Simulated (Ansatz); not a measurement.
## Ca3C3Cl2 — coordination and ³⁷Cl quadrupole coupling

Cell: a Materials Project structure (computed, not necessarily an observed phase), atoms as given.

Space group Cmcm (No. 63); a = 3.8405, b = 13.4200, c = 11.5230 Å.

| site | Wyckoff | site symmetry | x | y | z |
| --- | --- | --- | --- | --- | --- |
| Ca1 | 8f | m.. | 0.5000 | 0.8440 | 0.5611 |
| Ca5 | 4c | m2m | 0.5000 | 0.3790 | 0.2500 |
| C7 | 8f | m.. | 0.5000 | 0.2327 | 0.6354 |
| C11 | 4c | m2m | 0.5000 | 0.7573 | 0.2500 |
| Cl13 | 4c | m2m | 0.5000 | 0.9707 | 0.7500 |
| Cl15 | 4a | 2/m.. | 0.0000 | 0.0000 | 0.0000 |

One atom of each set is listed; the run and its k-mesh use a cell of 16 atoms with edges of 6.98, 6.98, 11.52 Å.

Computed with Ansatz: DFT, PBE, plane waves and PAW, scalar-relativistic, 420 eV cutoff, Γ-centred 9×9×3 k-points, Fermi–Dirac smearing 0.05 eV.

Q(³⁷Cl) = -63.93 mb.

**Question.** Order the Cl environments from the weakest to the strongest quadrupole coupling.
A. Cl13: 4 Ca at 2.76–2.79 Å
B. Cl15: 6 Ca at 2.93–3.31 Å

**Answer.** A (3.95 MHz, η = 0.16), B (5.13 MHz, η = 0.85).

Like point charges on the first shell alone (each adding as 1/d³) would give the same order.

The largest force is 0.3 eV/Å, so the atoms aren't at the calculated equilibrium and relaxing them would move these values.
